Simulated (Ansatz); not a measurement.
# Structure optimisation: gold, diamond

All numbers below come from Ansatz, DFT, PBEsol, plane waves (420 eV) with PAW, scalar-relativistic. (PAW data from PBE, frozen cores regenerated.)

k-point mesh 10×10×10, Fermi-Dirac smearing 0.1 eV, no spin polarisation. Cell and atoms relax.

Starting structure:

```
Au
1.0
     0.00000    2.83943    2.83943
     2.83943    0.00000    2.83943
     2.83943    2.83943    0.00000
Au
2
Direct
  0.12500 0.12500 0.12500
  0.87500 0.87500 0.87500
```

**Question.** The pressure at the start is 20.3 GPa. By how much does the volume change?

**Answer.** From 22.89 to 27.33 Å³ per atom, 19.4 %. The final cell has a = 6.024 Å.

**Question.** How much energy does the relaxation gain?

**Answer.** 232.0 meV per atom.

Path of the relaxation (the plane waves are chosen anew near the end, which can shift the energy a little):

```tsv
step	E − E(final) (meV/atom)	V (Å³/atom)	P (GPa)	max force (eV/Å)
0	231.96	22.892	20.29	0.000
1	8.05	26.406	2.66	0.000
2	1.56	27.031	0.79	0.000
3	0.91	27.325	0.00	0.000
4	0.00	27.325	0.03	0.000
```
